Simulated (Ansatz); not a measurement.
InSb:
Space group P6₃/mmc (No. 194); a = b = 4.2337 Å, c = 7.3449 Å, α = β = 90.00°, γ = 120.00°

```json
[
 {"atom": "In", "site": "2a", "symmetry": "-3m.", "x": "0.0000", "y": "0.0000", "z": "0.0000"},
 {"atom": "Sb", "site": "2c", "symmetry": "-6m2", "x": "0.3333", "y": "0.6667", "z": "0.2500"}
]
```

Relaxed with r²SCAN.

Question: Which orbitals make up the states near the Fermi level in the program Ansatz at the r²SCAN level (PAW)?

Answer: Within 0.5 eV of the Fermi level: Sb 5p 66 %, In 5p 17 %, In 5s 12 %. Projections are on Löwdin-orthogonalised atomic valence shells; empty p or d shells of many metals are not among them.

Question: Tabulate the density of states.

Answer: States/eV per cell of 4 atoms, in 0.25 eV bins, energy from the Fermi level.

| E (eV) | total | Sb 5p | In 5p | In 5s |
|---|---|---|---|---|
| -7.85 | 0.00 | 0.00 | 0.00 | 0.00 |
| -7.60 | 0.00 | 0.00 | 0.00 | 0.00 |
| -7.35 | 0.00 | 0.00 | 0.00 | 0.00 |
| -7.10 | 0.00 | 0.00 | 0.00 | 0.00 |
| -6.85 | 0.03 | 0.02 | 0.00 | 0.01 |
| -6.60 | 0.26 | 0.13 | 0.01 | 0.12 |
| -6.35 | 0.69 | 0.31 | 0.03 | 0.31 |
| -6.10 | 1.99 | 0.85 | 0.16 | 0.80 |
| -5.85 | 1.79 | 0.76 | 0.19 | 0.70 |
| -5.60 | 2.15 | 0.88 | 0.25 | 0.85 |
| -5.35 | 1.71 | 0.67 | 0.19 | 0.66 |
| -5.10 | 2.17 | 0.82 | 0.22 | 0.87 |
| -4.85 | 1.65 | 0.62 | 0.16 | 0.65 |
| -4.60 | 0.93 | 0.34 | 0.10 | 0.36 |
| -4.35 | 0.60 | 0.22 | 0.06 | 0.23 |
| -4.10 | 0.66 | 0.26 | 0.07 | 0.22 |
| -3.85 | 0.91 | 0.42 | 0.25 | 0.16 |
| -3.60 | 1.58 | 0.80 | 0.52 | 0.16 |
| -3.35 | 1.99 | 1.05 | 0.70 | 0.14 |
| -3.10 | 1.77 | 0.93 | 0.59 | 0.15 |
| -2.85 | 1.86 | 0.98 | 0.58 | 0.19 |
| -2.60 | 1.94 | 1.05 | 0.59 | 0.20 |
| -2.35 | 1.95 | 1.09 | 0.56 | 0.19 |
| -2.10 | 2.41 | 1.40 | 0.69 | 0.20 |
| -1.85 | 2.57 | 1.53 | 0.71 | 0.21 |
| -1.60 | 2.52 | 1.55 | 0.67 | 0.19 |
| -1.35 | 2.50 | 1.58 | 0.63 | 0.18 |
| -1.10 | 2.58 | 1.69 | 0.60 | 0.18 |
| -0.85 | 2.71 | 1.85 | 0.57 | 0.18 |
| -0.60 | 2.63 | 1.85 | 0.50 | 0.17 |
| -0.35 | 2.03 | 1.41 | 0.39 | 0.15 |
| -0.10 | 1.84 | 1.24 | 0.33 | 0.19 |
| 0.15 | 2.28 | 1.47 | 0.37 | 0.33 |
| 0.40 | 2.05 | 1.30 | 0.31 | 0.35 |
| 0.65 | 1.25 | 0.63 | 0.24 | 0.32 |
| 0.90 | 0.87 | 0.32 | 0.21 | 0.29 |
| 1.15 | 0.85 | 0.30 | 0.20 | 0.28 |
| 1.40 | 1.05 | 0.38 | 0.24 | 0.34 |
| 1.65 | 1.36 | 0.52 | 0.26 | 0.43 |
| 1.90 | 1.55 | 0.60 | 0.29 | 0.48 |
| 2.15 | 1.95 | 0.78 | 0.34 | 0.60 |
| 2.40 | 1.12 | 0.39 | 0.28 | 0.31 |
| 2.65 | 1.13 | 0.24 | 0.50 | 0.18 |
| 2.90 | 1.77 | 0.22 | 1.04 | 0.13 |
| 3.15 | 1.95 | 0.26 | 1.18 | 0.10 |
| 3.40 | 2.47 | 0.39 | 1.40 | 0.12 |
| 3.65 | 2.96 | 0.49 | 1.62 | 0.13 |
| 3.90 | 2.51 | 0.41 | 1.36 | 0.08 |
| 4.15 | 2.98 | 0.51 | 1.69 | 0.07 |
| 4.40 | 2.98 | 0.61 | 1.59 | 0.06 |
| 4.65 | 2.56 | 0.55 | 1.25 | 0.04 |

Space group P6_3/mmc (NiAs type). The start of the workflow was typed in or built on a structure type; neither database checked (COD, Materials Project) lists it. It is not the phase usual at ambient conditions (space group No. 216). The cell was relaxed with r²SCAN under the symmetry of its start; whether a distortion lowers the energy is not shown. Scalar-relativistic: spin–orbit coupling is off unless named, which matters more the heavier the elements.

Potentials: the later of the program's two PAW sets.
